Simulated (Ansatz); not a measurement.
Sc$_{2}$InC:
```xyz
8
Lattice="3.3119 0.0000 0.0000 -1.6560 2.8682 0.0000 0.0000 0.0000 15.1992" Properties=species:S:1:pos:R:3 pbc="T T T"
Sc     1.6560     0.9561     8.8181
Sc     0.0000     1.9121     6.3812
Sc     0.0000     1.9121     1.2184
Sc     1.6560     0.9561    13.9808
In     1.6560     0.9561     3.7998
In     0.0000     1.9121    11.3994
C      0.0000     0.0000     7.5996
C      0.0000     0.0000     0.0000
```

Relaxed with PBEsol.

Which orbitals make up the states near the Fermi level in DFT-PBEsol in the program Ansatz with PAW potentials?

Within 0.5 eV of the Fermi level: Sc 3d 56 %, In 5p 31 %. Projections are on Löwdin-orthogonalised atomic valence shells; empty p or d shells of many metals are not among them.

Tabulate the density of states.

States/eV per cell of 8 atoms, in 0.25 eV bins, energy from the Fermi level.

```csv
E (eV),total,Sc 3d,C 2p,In 5p
-7.85,0.00,0.00,0.00,0.00
-7.60,0.37,0.01,0.00,0.02
-7.35,0.85,0.03,0.01,0.11
-7.10,0.85,0.04,0.01,0.18
-6.85,0.84,0.04,0.00,0.23
-6.60,0.83,0.05,0.00,0.26
-6.35,0.82,0.05,0.00,0.27
-6.10,0.81,0.06,0.01,0.28
-5.85,0.82,0.06,0.01,0.29
-5.60,0.81,0.07,0.01,0.29
-5.35,0.82,0.07,0.01,0.29
-5.10,0.82,0.08,0.01,0.29
-4.85,0.83,0.09,0.02,0.28
-4.60,0.85,0.10,0.02,0.27
-4.35,0.88,0.11,0.03,0.26
-4.10,1.10,0.16,0.09,0.29
-3.85,1.51,0.25,0.21,0.32
-3.60,1.67,0.30,0.29,0.30
-3.35,2.47,0.59,0.73,0.31
-3.10,5.36,1.47,2.04,0.46
-2.85,6.47,1.83,2.84,0.44
-2.60,2.29,0.67,1.08,0.15
-2.35,2.53,0.75,1.14,0.26
-2.10,5.46,1.50,2.49,0.81
-1.85,6.88,1.90,3.46,0.86
-1.60,6.98,2.34,3.83,0.40
-1.35,6.26,2.38,2.98,0.63
-1.10,8.92,3.44,4.01,1.14
-0.85,3.77,1.04,0.71,1.65
-0.60,4.26,1.38,0.58,1.82
-0.35,5.42,2.14,0.43,2.31
-0.10,5.68,2.71,0.12,2.35
0.15,3.76,2.74,0.06,0.68
0.40,4.55,3.51,0.10,0.66
0.65,3.91,3.09,0.10,0.48
0.90,2.92,2.38,0.08,0.29
1.15,2.56,2.06,0.06,0.26
1.40,2.68,2.15,0.06,0.27
1.65,4.15,3.33,0.10,0.37
1.90,4.16,3.38,0.13,0.39
2.15,5.33,4.36,0.18,0.42
2.40,5.97,4.87,0.21,0.43
2.65,7.00,5.60,0.23,0.50
2.90,7.79,6.45,0.23,0.51
3.15,10.18,8.34,0.23,0.66
3.40,7.49,5.35,0.24,0.67
3.65,4.36,3.29,0.16,0.56
3.90,14.11,11.75,0.67,0.90
4.15,11.59,9.26,0.65,0.82
4.40,9.22,7.07,0.43,0.81
```

Space group P6_3/mmc. The first step of the workflow began from a Materials Project structure, measured or hypothetical; the Crystallography Open Database copy checked does not list it. Whether it is the stable phase at ambient conditions was not checked. The cell was relaxed with PBEsol under the symmetry of its start; its stability against distortions is not shown here. The run is not spin-polarised. Spin–orbit coupling is left out wherever it is not named.

Potentials: the later of the program's two PAW sets.
